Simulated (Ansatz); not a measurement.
**NaCl (rock salt): generalised stacking-fault energy along a line**

Generalised stacking fault of NaCl (rock salt) on the {110} plane. The cell below holds the perfect crystal with the plane normal along z; tilting its third vector by the shift puts one fault into each cell, between planes 2.01 Å apart, at fixed cell height.

```
NaCl
1.0
    4.02735     0.00000     0.00000
    0.00000     5.69553     0.00000
    2.01367     2.84776     6.04102
Cl Na
3 3
Cartesian
  1.67806   2.37314   5.03418
  1.67806   2.37314   1.00684
  3.69173   5.22090   3.02051
  1.67806   5.22090   5.03418
  1.67806   5.22090   1.00684
  3.69173   2.37314   3.02051
```

In-plane vectors a = (4.027, 0.000) Å, b = (0.000, 5.696) Å, area 22.94 Å². The shift is s times the vector a (length 4.027 Å), so s = 1 restores the start. The shift is rigid: no atom relaxes. γ = [E(shift) − E(0)] / area.

Level of theory: PBE (plane waves to 420 eV, PAW, scalar-relativistic; Ansatz, a first-principles code). k mesh 7×7×7 (Γ-centred), Fermi-Dirac smearing 0.05 eV. Energies are extrapolated to zero smearing. Compression counts positive. Faults lie only 6.0 Å apart, and holding the cell height and the atoms raises γ above its relaxed value. NaCl was relaxed with its symmetry unable to fall. γ is measured from zero shift.

| shift (Å) | γ·area (meV/cell) | σ normal to the fault (GPa) |
|---|---|---|
| 0.000 | 0 | 0.0 |
| 0.336 | 77 | 0.7 |
| 0.671 | 346 | 3.3 |
| 1.007 | 876 | 8.5 |
| 1.342 | 1634 | 16.0 |
| 1.678 | 2364 | 23.4 |
| 2.014 | 2673 | 26.6 |
| 2.349 | 2364 | 23.4 |
| 2.685 | 1634 | 16.0 |
| 3.021 | 876 | 8.5 |
| 3.356 | 346 | 3.3 |
| 3.692 | 77 | 0.7 |

What the scan shows:

```
Item                                                                             Value
------------------------------------------------------------  ------------------------
Highest computed γ on the line                                               1.87 J/m²
Position of the highest point                                                s = 0.500
Local minima between the ends                                 no computed point is one
Steepest slope dγ/d(shift) before the first maximum (spline)                    17 GPa
```

(The slope of γ gives the shear force per area between the displaced halves; near zero shift its curvature is an elastic stiffness.)
